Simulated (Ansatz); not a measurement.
**Property card for Ga3Pt2**

Ga3Pt2:
```
Ga3Pt2
1.0
    4.24546     0.00000     0.00000
   -2.12273     3.67668     0.00000
    0.00000     0.00000     5.21386
Pt Ga
2 3
Direct
  0.33333   0.66667   0.16255
  0.66667   0.33333   0.83745
  0.00000   0.00000   0.00000
  0.33333   0.66667   0.64305
  0.66667   0.33333   0.35695
```

Space group P-3m1 (No. 164), La2O3 or Ni2Al3 type; conventional cell a = b = 4.245 Å, c = 5.214 Å, α = β = 90.00°, γ = 120.00°.

Method: PBEsol in the plane-wave PAW code Ansatz. Geometry: relaxed at this level of theory. Other levels are named where they apply.

**Cell and energy**

```
Item                                                          Result
-----------------------------------------------------  -------------
Volume per atom                                             16.28 Å³
Density                                                  12.23 g/cm³
Formation energy from the elements (no fitted shifts)  -609 meV/atom
```

**Electronic structure**

```
Quantity                                                                    Result
------------------------------------  --------------------------------------------
Electronic character                                             metallic (no gap)
Density of states at the Fermi level  0.20 states/eV per atom (mean over ±0.08 eV)
Gap with spin–orbit coupling                                       none (metallic)
```

**Mechanics**

```
Quantity                              Value
----------------------------------  -------
Bulk modulus (Birch–Murnaghan fit)  150 GPa
Pressure derivative B′                  5.2
```

**Phonons**

```
Property                                       Result
-----------------------------  ----------------------
Highest zone-centre frequency               222 cm^-1
Zone-centre stability          no imaginary mode at Γ
```

The workflow started from an entry of the Crystallography Open Database (COD). Its standing as an ambient phase is unchecked. The cell was relaxed with PBEsol under the symmetry of its start. No spin polarisation was allowed. As this level gives no gap, phonon frequencies hold no LO–TO term and depend on the k-mesh and smearing (Fermi–Dirac, 0.1 eV here). Axis ratios of metals converge slowly with the k-mesh, so a and c are less sure than the volume. The references are the lowest solids computed at this level, not always the standard phases. Scalar-relativistic: spin–orbit coupling is off unless named, which matters more the heavier the elements.

Potentials: the later of the program's two PAW sets.
